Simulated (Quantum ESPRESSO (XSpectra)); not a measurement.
# Si K-edge X-ray absorption spectrum (XANES) of Si₂Mo (I4/mmm)

```
MoSi2
1.0
   -1.60213     1.60213     3.90809
    1.60213    -1.60213     3.90809
    1.60213     1.60213    -3.90809
Si Mo
2 1
Direct
  0.66457   0.66457   0.00000
  0.33543   0.33543   0.00000
  0.00000   0.00000   0.00000
```

Geometry: Materials Project entry mp-2592 (a computed structure). No spin-polarised start was tried. The cell is the entry's, not relaxed again.

Absorber: atom 1, Si on Wyckoff site e (site symmetry 4mm), with 1 Si at 2.57 Å, 4 Mo at 2.61 Å, 1 Mo at 2.62 Å, 4 Si at 2.63 Å, 4 Si at 3.20 Å.

All values are from Quantum ESPRESSO (XSpectra) (LDA, full core hole, dipole K-edge X-ray absorption, plane waves, Troullier-Martins potentials made with ld1.x and PseudoDojo potentials for the other elements (Perdew-Zunger form enforced), scalar-relativistic, no spin, constant broadening).

27-atom cell (absorber images 7.2 Å apart), 64 Ry, k meshes 4×4×4 (SCF) and 5×5×5 (spectrum), Lorentzian half width 0.7 eV. The ground-state test found no gap over 0.25 eV with this functional, so the cell is neutral with smeared occupations; energies count from the Fermi level. Field directions run: x; z, weighted by the site's symmetry in the crystal. Intensities are scaled to a mean of 1 over 0–35 eV.

```
E (eV) | intensity (scaled)
     -5.0 | # 0.05
     -4.5 | # 0.06
     -4.0 | # 0.07
     -3.5 | # 0.08
     -3.0 | ## 0.09
     -2.5 | ## 0.11
     -2.0 | ## 0.14
     -1.5 | ### 0.17
     -1.0 | #### 0.24
     -0.5 | ###### 0.35
      0.0 | ########## 0.57
      0.5 | ############### 0.85
      1.0 | ################### 1.13
      1.5 | ####################### 1.35
      2.0 | ######################### 1.47
      2.5 | ########################### 1.56
      3.0 | ############################# 1.66
      3.5 | ############################## 1.73
      4.0 | ############################## 1.74
      4.5 | ############################# 1.67
      5.0 | ############################ 1.64
      5.5 | ############################ 1.64
      6.0 | ############################ 1.62
      6.5 | ########################### 1.58
      7.0 | ########################## 1.50
      7.5 | ######################## 1.40
      8.0 | ####################### 1.33
      8.5 | ##################### 1.24
      9.0 | #################### 1.16
      9.5 | ################### 1.11
     10.0 | ################### 1.08
     10.5 | ################## 1.03
     11.0 | ################# 0.98
     11.5 | ################ 0.93
     12.0 | ################ 0.91
     12.5 | ################ 0.90
     13.0 | ############### 0.88
     13.5 | ############## 0.83
     14.0 | ############# 0.77
     14.5 | ############ 0.72
     15.0 | ############ 0.69
     15.5 | ############ 0.70
     16.0 | ############# 0.75
     16.5 | ############## 0.80
     17.0 | ############## 0.84
     17.5 | ############### 0.86
     18.0 | ############### 0.87
     18.5 | ############### 0.87
     19.0 | ############### 0.86
     19.5 | ############## 0.83
     20.0 | ############## 0.82
     20.5 | ############## 0.81
     21.0 | ############## 0.80
     21.5 | ############## 0.79
     22.0 | ############# 0.74
     22.5 | ############ 0.70
     23.0 | ############ 0.69
     23.5 | ############ 0.69
     24.0 | ############ 0.69
     24.5 | ############ 0.70
     25.0 | ############# 0.73
     25.5 | ############# 0.77
     26.0 | ############## 0.79
     26.5 | ############## 0.81
     27.0 | ############## 0.82
     27.5 | ############### 0.85
     28.0 | ############### 0.89
     28.5 | ################ 0.91
     29.0 | ################ 0.92
     29.5 | ################ 0.93
     30.0 | ################ 0.93
     30.5 | ################ 0.94
     31.0 | ################ 0.94
     31.5 | ################ 0.91
     32.0 | ############### 0.88
     32.5 | ############### 0.87
     33.0 | ############### 0.89
     33.5 | ############### 0.87
     34.0 | ############## 0.84
     34.5 | ############## 0.83
```

The absolute edge energy is not computed.
